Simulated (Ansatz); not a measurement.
Method: Ansatz 0.2.0, DFT PBE, scalar-relativistic, plane waves, PAW. Settings: cutoff 420 eV, Γ-centred meshes spaced at most about 0.3 Å⁻¹, and about 0.25 Å⁻¹ or finer for metals (2π included), Gaussian smearing. No spin polarisation in the final relaxations.

All energies are static (0 K, no zero-point motion).

Two relaxed structures of ZnSn3N2:

A.

```cif
data_structure
_symmetry_space_group_name_H-M 'R-3m:H'
_symmetry_Int_Tables_number 166
_cell_length_a 7.6993
_cell_length_b 7.6993
_cell_length_c 7.1187
_cell_angle_alpha 90.000
_cell_angle_beta 90.000
_cell_angle_gamma 120.000
_cell_volume 365.45
loop_
_atom_site_label
_atom_site_type_symbol
_atom_site_symmetry_multiplicity
_atom_site_Wyckoff_symbol
_atom_site_fract_x
_atom_site_fract_y
_atom_site_fract_z
_atom_site_occupancy
Zn1 Zn 3 a 0.00000 0.00000 0.00000 1
Sn1 Sn 9 e 0.66667 0.83333 0.33333 1
N1 N 6 c 0.00000 0.00000 0.25851 1
```

B.

```cif
data_structure
_symmetry_space_group_name_H-M 'P-6m2'
_symmetry_Int_Tables_number 187
_cell_length_a 5.6202
_cell_length_b 5.6202
_cell_length_c 5.7580
_cell_angle_alpha 90.000
_cell_angle_beta 90.000
_cell_angle_gamma 120.000
_cell_volume 157.51
loop_
_atom_site_label
_atom_site_type_symbol
_atom_site_symmetry_multiplicity
_atom_site_Wyckoff_symbol
_atom_site_fract_x
_atom_site_fract_y
_atom_site_fract_z
_atom_site_occupancy
Zn1 Zn 1 a 0.00000 0.00000 0.00000 1
Sn1 Sn 1 b 0.00000 0.00000 0.50000 1
Sn2 Sn 1 c 0.33333 0.66667 0.00000 1
Sn3 Sn 1 d 0.33333 0.66667 0.50000 1
N1 N 2 i 0.66667 0.33333 0.09647 1
```

Question: Which form is favoured at zero pressure, and by what margin per atom?

Answer: B is lower, by 108 meV/atom. A has space group R-3m (No. 166), 20.3 Å³/atom and no gap on its mesh; B has space group P-6m2 (No. 187), 26.3 Å³/atom and no gap. Counting N atoms around Sn and Zn (those within 1.25 times the shortest such distance or 1.15 times the sum of covalent radii; the shortest distance is added where it is long for a bond; a slash parts the counts of unlike sites), A has Zn 2, Sn 2 and B has Zn 6 from 3.3 Å, Sn 6 from 3.3 Å/6+6 from 4.0 Å. B holds N–N pairs as short as in free N₂ molecules (shortest 1.11 Å); in A the shortest N–N distance is 3.44 Å. The lower one is the more open, so pressure narrows the difference. Even the lower one lies +0.41 eV/atom against the reference forms of the elements (uncorrected), so neither is stable at this level. Both come from invented guesses.

Cells relaxed within their symmetry can be saddle points.
